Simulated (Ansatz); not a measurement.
The relaxed structure here is a generated cell of Hf2Bi2O7: the first start was made by placing the elements on the sites of a structure type, and the end was not matched to a known phase here, so it may be hypothetical.

The start is a generated trial cell of Hf2Bi2O7 in the pyrochlore structure type. The structure is fully relaxed (lattice and positions, P = 0) with PBEsol (plane waves to 420 eV, PAW, scalar-relativistic; Ansatz, a first-principles code). The first steps use a coarse 3×3×3 k-mesh.

Starting cell:
```yaml
crystal:
  lattice:
    - [0.00000, 5.32597, 5.32597]
    - [5.32597, 0.00000, 5.32597]
    - [5.32597, 5.32597, 0.00000]
  atoms:
    - { symbol: Bi, position: [0.12500, 0.12500, 0.12500] }
    - { symbol: Bi, position: [0.12500, 0.12500, 0.62500] }
    - { symbol: Bi, position: [0.12500, 0.62500, 0.12500] }
    - { symbol: Bi, position: [0.62500, 0.12500, 0.12500] }
    - { symbol: Hf, position: [0.62500, 0.62500, 0.62500] }
    - { symbol: Hf, position: [0.62500, 0.62500, 0.12500] }
    - { symbol: Hf, position: [0.62500, 0.12500, 0.62500] }
    - { symbol: Hf, position: [0.12500, 0.62500, 0.62500] }
    - { symbol: O, position: [0.54500, 0.95500, 0.95500] }
    - { symbol: O, position: [0.95500, 0.54500, 0.54500] }
    - { symbol: O, position: [0.95500, 0.54500, 0.95500] }
    - { symbol: O, position: [0.54500, 0.95500, 0.54500] }
    - { symbol: O, position: [0.95500, 0.95500, 0.54500] }
    - { symbol: O, position: [0.54500, 0.54500, 0.95500] }
    - { symbol: O, position: [0.70500, 0.29500, 0.70500] }
    - { symbol: O, position: [0.29500, 0.70500, 0.29500] }
    - { symbol: O, position: [0.29500, 0.70500, 0.70500] }
    - { symbol: O, position: [0.70500, 0.29500, 0.29500] }
    - { symbol: O, position: [0.29500, 0.29500, 0.70500] }
    - { symbol: O, position: [0.70500, 0.70500, 0.29500] }
    - { symbol: O, position: [0.00000, 0.00000, 0.00000] }
    - { symbol: O, position: [0.25000, 0.25000, 0.25000] }
```

Task: Which atoms feel the largest initial force, and how large is it?

Result: 0.29 eV/Å, on O9, O10, O11, O12, O13, O14, O15, O16 and others (atoms numbered as listed).

Task: How do the shortest distances between atoms change?

Result: The closest pairs of elements (up to four, under 3.6 Å), start → end: Hf–O 2.07 → 2.08 Å; Bi–O 2.31 → 2.31 Å; O–O 2.75 → 2.74 Å.

Task: Is the relaxed structure metallic? Give its gap.

Result: 2.93 eV, direct at X (no spin-orbit coupling).

The space group stays Fd-3m (No. 227) (the run could not lower it), with 22 atoms in the primitive cell. Final values are on a 5×5×5 k-mesh of the relaxed cell. No spin polarisation in the result. Spin-orbit coupling is missing; with elements this heavy it can move band edges by tenths of an eV or more.

The run could not lose the symmetry of its start, so the end can be a saddle point.
